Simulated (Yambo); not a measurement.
Yambo run on MgI2 (CdI2 type, space group P-3m1, No. 164). The wavefunctions come from this Quantum ESPRESSO step (PBEsol, PseudoDojo standard norm-conserving files, scalar-relativistic):

```
&CONTROL
  calculation = 'nscf'
  pseudo_dir = './pseudo'
  outdir = './out'
/
&SYSTEM
  ibrav = 0
  nat = 3
  ntyp = 2
  ecutwfc = 84.0
  ecutrho = 336.0
  occupations = 'fixed'
  force_symmorphic = .true.
  nbnd = 193
/
&ELECTRONS
  conv_thr = 3.0000000000000004e-09
  diago_full_acc = .true.
  diago_thr_init = 1e-08
/
ATOMIC_SPECIES
Mg 24.3050 Mg.upf
I 126.9045 I.upf
CELL_PARAMETERS angstrom
  4.125546925818   0.000000000000   0.000000000000
 -2.062773462909   3.572828442263   0.000000000000
  0.000000000000   0.000000000000   6.826782118000
ATOMIC_POSITIONS crystal
Mg   0.000000000000   0.000000000000   0.000000000000
I   0.333333333333   0.666666666667   0.245750028000
I   0.666666666667   0.333333333333   0.754249972000
K_POINTS automatic
3 3 2 0 0 0
```

Yambo input:

```
rim_cut
gw0
dyson
el_el_corr
HF_and_locXC
ppa
em1d
RandQpts= 1000000
RandGvec= 1 Ry
EXXRLvcs= 84 Ry
VXCRLvcs= 336 Ry
Chimod= "HARTREE"
% BndsRnXp
 5 | 191 |
%
NGsBlkXp= 8 Ry
% LongDrXp
 1.0 | 1.0 | 1.0 |
%
PPAPntXp= 27.2114 eV
% GbndRnge
 1 | 191 |
%
GTermKind= "BG"
DysSolver= "n"
ExtendOut
% QPkrange
 1 | 1 | 12 | 13 |
 2 | 2 | 12 | 13 |
 5 | 5 | 12 | 13 |
 6 | 6 | 12 | 13 |
%
```

k points by index: 1 = Γ, 2 = A, 5 = K, 6 = H.

Resulting energies as the program prints them:

```
#    K-point    Band    Eo [eV]    E [eV]    E-Eo [eV]    Vxc [eV]    Vnlxc [eV]    Sc|Eo [eV]    Sc|E [eV]    dSc/dw|Eo [eV]    Re(Z)    Im(Z)
#
    1    12    0.000000    -1.117716    -1.117716    -11.59430    -14.28586    1.299791    1.573842    -6.671285    0.803104    -0.001390
    1    13    3.619762    4.220389    0.600626    -8.958498    -4.700041    -3.531165    -3.657831    -5.737329    0.825869    -0.001358
    2    12    -0.165691    -1.327880    -1.162189    -11.54613    -14.39264    1.397152    1.684320    -6.723084    0.801878    -0.001407
    2    13    4.661882    5.320432    0.658550    -9.546142    -5.068411    -3.673043    -3.819181    -6.036982    0.818425    -0.001580
    5    12    -1.327169    -2.547249    -1.220080    -10.67176    -13.78999    1.588461    1.898152    -6.906235    0.797572    -0.001628
    5    13    3.789948    4.334231    0.544283    -8.987067    -5.022161    -3.302209    -3.420624    -5.918728    0.821347    -0.001408
    6    12    -0.569436    -1.736626    -1.167190    -11.27665    -14.15520    1.421179    1.711359    -6.764468    0.800901    -0.001412
    6    13    4.810452    5.513830    0.703379    -10.30137    -5.890159    -3.544078    -3.707830    -6.333760    0.811184    -0.001436
```
(The two width columns are left out.) Convergence of these settings isn't established.

Spin-orbit coupling is not included.

Geometry relaxed with PBE+D3(BJ).
